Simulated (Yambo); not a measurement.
Ba2MgMoO6 (space group Fm-3m, No. 225), G0W0@LDA in Yambo; all else as in the reference (2×2×2 Γ-centred k mesh, bands 3 to 214 and a 7 Ry block in the screening, 214 bands in G with the Bruneval-Gonze terminator, plasmon pole fitted at 27.2 eV). One parameter is varied: the cutoff of the wavefunctions in Yambo, over 10, 20, 30, 50, 84 Ry.

Problem. From which value on does the gap Γ → X stay within 0.05 eV of the largest setting?

Solution. From 20 Ry on.
```
cutoff of the wavefunctions in Yambo (Ry)  G0W0 gap (eV)  valence shift (eV)
-----------------------------------------  -------------  ------------------
10                                                  3.59               -0.07
20                                                  3.56               -0.30
30                                                  3.52               -0.34
50                                                  3.52               -0.34
84                                                  3.52               -0.35
```
The last step of the sweep still moves the gap by 1 meV; the other settings are held fixed.

Spin-orbit coupling is not included.

Geometry of the Materials Project entry, not relaxed at this level; primitive cell a = b = c = 5.807 Å, α = β = γ = 60.00°.

The structure is a Materials Project entry; no match was found in the copy of COD used, and its stability was not checked.

A shift is the quasiparticle energy of the state minus its LDA energy.
